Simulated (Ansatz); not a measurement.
# Response of ZrBr to small distortions

```xyz
4
Lattice="1.7516 1.0113 9.3570 -1.7516 1.0113 9.3570 0.0000 -2.0225 9.3570" Properties=species:S:1:pos:R:3 pbc="T T T"
Zr    0.0000    0.0000    5.8725
Zr    0.0000    0.0000   22.1985
Br    0.0000    0.0000   10.9954
Br    0.0000    0.0000   17.0756
```

Atom numbers follow the list: Zr1, Zr2, Br3, Br4.

Conventional cell: a = 3.503 Å, b = 3.503 Å, c = 28.071 Å, α = 90.00°, β = 90.00°, γ = 120.00°. Around Zr (atom 1) lie 3 Br at 2.74 Å and 3 Zr at 3.13 Å. Br (atom 3) has 3 Zr at 2.74 Å as nearest neighbours.

The geometry is COD entry 4343762, unchecked; take it as a test cell.

Computed with DFT, LDA, all-electron PAW with datasets made for the crystal, scalar-relativistic (Ansatz 0.2.0).

Settings: a Γ-centred 10×10×10 k mesh, Fermi–Dirac smearing of 0.02 eV, cutoff 220 eV (chosen by the program for this cell), no spin polarisation.

The unchanged cell is at -3.23 GPa.

In a metal, stresses and small energies carry noise from the k mesh.

x, y and z are the Cartesian axes of the cell as listed; fractional coordinates follow a strain, and an engineering shear is twice the off-diagonal strain component.

Q: With this change (equal xy, yz and zx engineering shear strains of -2 %), what becomes of the energy and stress and forces?

A: Energy change +3 meV/atom; stress change (xx, yy, zz, yz, xz, xy) -0.66, 0.57, 0.19, 1.10, 0.59, 0.16 GPa, compression positive; change of the force on Br3 (-0.067, -0.127, -0.001) eV/Å.

Q: With this change (equal xy, yz and zx engineering shear strains of -1 %), what becomes of the energy and stress and forces?

A: Energy change under 1 meV/atom; stress change (xx, yy, zz, yz, xz, xy) -0.34, 0.29, 0.07, 0.54, 0.29, 0.03 GPa, compression positive; change of the force on Br3 (-0.032, -0.062, 0.001) eV/Å.

With equal xy, yz and zx engineering shear strains of +1 %: energy change under 1 meV/atom; stress change (xx, yy, zz, yz, xz, xy) 0.18, -0.22, 0.07, -0.56, -0.30, -0.06 GPa, compression positive; change of the force on Br3 (0.034, 0.065, 0.000) eV/Å.

Q: With this change (equal xy, yz and zx engineering shear strains of +2 %), what becomes of the energy and stress and forces?

A: Energy change +3 meV/atom; stress change (xx, yy, zz, yz, xz, xy) 0.32, -0.39, 0.18, -1.12, -0.62, -0.17 GPa, compression positive; change of the force on Br3 (0.072, 0.129, -0.003) eV/Å.
